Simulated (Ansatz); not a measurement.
Relaxed ZnO (wurtzite):

```yaml
crystal:
  lattice:
    - [6.47037, 0.00000, 0.00000]
    - [-1.61759, 2.80175, 0.00000]
    - [0.00000, 0.00000, 5.21141]
  atoms:
    - { symbol: Zn, position: [0.33333, 0.33333, 0.00241] }
    - { symbol: Zn, position: [0.83333, 0.33333, 0.00241] }
    - { symbol: Zn, position: [0.16667, 0.66667, 0.50241] }
    - { symbol: Zn, position: [0.66667, 0.66667, 0.50241] }
    - { symbol: O, position: [0.33333, 0.33333, 0.62279] }
    - { symbol: O, position: [0.83333, 0.33333, 0.62279] }
    - { symbol: O, position: [0.16667, 0.66667, 0.12279] }
    - { symbol: O, position: [0.66667, 0.66667, 0.12279] }
```

A phonon eigenvector at M = (0.5, 0.0, 0.0) is frozen into this cell: atom i moves by Q times the vector below, so Q is the largest atomic displacement, in Å. The cell is held. (q is in reciprocal vectors of the primitive cell; the cell shown is doubled to hold the pattern.)

```json
[
 {"atom": "Zn1", "x": "-0.074", "y": "-0.043", "z": "0.151"},
 {"atom": "Zn2", "x": "0.074", "y": "0.043", "z": "-0.151"},
 {"atom": "Zn3", "x": "0.074", "y": "0.043", "z": "0.151"},
 {"atom": "Zn4", "x": "-0.074", "y": "-0.043", "z": "-0.151"},
 {"atom": "O5", "x": "-0.098", "y": "-0.056", "z": "-0.994"},
 {"atom": "O6", "x": "0.098", "y": "0.056", "z": "0.994"},
 {"atom": "O7", "x": "0.098", "y": "0.056", "z": "-0.994"},
 {"atom": "O8", "x": "-0.098", "y": "-0.056", "z": "0.994"}
]
```

All values below come from r2SCAN (plane waves to 500 eV, PAW, scalar-relativistic; Ansatz, a quantum-chemistry and plane-wave program). k mesh 6×12×7 (Γ-centred), Fermi-Dirac smearing 0.05 eV. Energies are smeared free energies. ZnO was relaxed with its symmetry unable to fall. ΔE is measured from the undisplaced structure.

The scan covers Q from -0.280 to 0.280 Å in 13 points.

**Question.** Is this a single well or a double well?

**Answer.** A single well with its minimum at or next to zero displacement.

**Question.** Which space group does the distorted structure have?

**Answer.** Pmn2_1 (No. 31), lowered from P6_3mc.

**Question.** What is the energy change at Q = 0.280 Å?

**Answer.** 2327 meV/cell.

**Question.** What harmonic wavenumber does the curvature at Q = 0 give?

**Answer.** 435 cm⁻¹.

(For displaced atoms, the force is minus the slope of the energy, and its curvature is a force constant, which sets phonon frequencies.)
